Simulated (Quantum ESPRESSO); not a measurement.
## In2AlGaP4 (a curve over strain)

Simulated, not a measurement. The program is pw.x of Quantum ESPRESSO 7.5 (plane-wave density functional theory). The cell is made up: 8 atoms on a zincblende/diamond lattice, with randomly drawn elements, strain and displacements, not relaxed. PseudoDojo standard norm-conserving files (v0.5 for PBE, v0.4.1 for LDA and PBEsol) set the functional; there is no spin polarisation, spin-orbit coupling or dispersion term, and the masses in the input are unused placeholders.

Seven runs add a strain to one cell (the same linear strain along x, y and z); the atoms follow the cell and are not relaxed. Stress in the table is positive in tension.

Input of the run at +0.0016:

```
&control calculation='scf', pseudo_dir='./dojo.nc.sr.pbe.v0_5.standard.upf', outdir='./o', disk_io='medium', tprnfor=.true., tstress=.true. /
&system ibrav=0, nat=8, ntyp=4, nbnd=37, ecutwfc=79.96652505, nosym=.true., tot_charge=0,
 occupations='smearing', smearing='fd', degauss=0.0018374661
/
&electrons conv_thr=7.350e-09, electron_maxstep=60, /
ATOMIC_SPECIES
Al 1.0 Al.upf
Ga 1.0 Ga.upf
In 1.0 In.upf
P 1.0 P.upf
CELL_PARAMETERS angstrom
5.7092 -0.0261 0.0622
-0.0261 5.8115 0.0153
0.0622 0.0153 5.7889
ATOMIC_POSITIONS angstrom
In 0.0455 -0.0232 -0.0224
Al 0.0273 2.9221 2.9199
Ga 2.8738 -0.01 2.9064
In 2.8105 2.8961 0.0616
P 1.5107 1.4267 1.4707
P 1.4695 4.361 4.2981
P 4.3273 1.427 4.4189
P 4.2482 4.3426 1.4609
K_POINTS automatic
4 4 4 1 1 1
```

| added strain | free energy less that of the input shown (eV) | stress xx (GPa) | stress yy (GPa) | stress zz (GPa) | stress xy (GPa) | pressure (GPa) | iterations |
| --- | --- | --- | --- | --- | --- | --- | --- |
| -0.0209 | 0.1681 | -5.39 | -4.67 | -4.63 | -1.57 | 4.90 | 10 |
| -0.0187 | 0.1334 | -4.80 | -4.07 | -4.05 | -1.53 | 4.31 | 10 |
| -0.0081 | 0.0229 | -2.22 | -1.45 | -1.46 | -1.34 | 1.71 | 10 |
| -0.0058 | 0.0110 | -1.71 | -0.94 | -0.95 | -1.30 | 1.20 | 10 |
| -0.0036 | 0.0036 | -1.24 | -0.46 | -0.48 | -1.26 | 0.72 | 10 |
| +0.0016 | 0.0000 | -0.18 | 0.61 | 0.58 | -1.18 | -0.34 | 11 |
| +0.0194 | 0.1262 | 2.89 | 3.71 | 3.64 | -0.93 | -3.41 | 11 |

A cubic fit gives a slope of stress xx against the added strain of 201 GPa at zero added strain, with the atoms clamped. Across the table the free energy follows the integral of the stress to within 1.4 meV. A rerun of one of the cells at 1377 eV and a 6 x 6 x 6 mesh moved values by no more than 0.008 eV in energy, 0.02 GPa in stress and 0.002 eV/Å in force.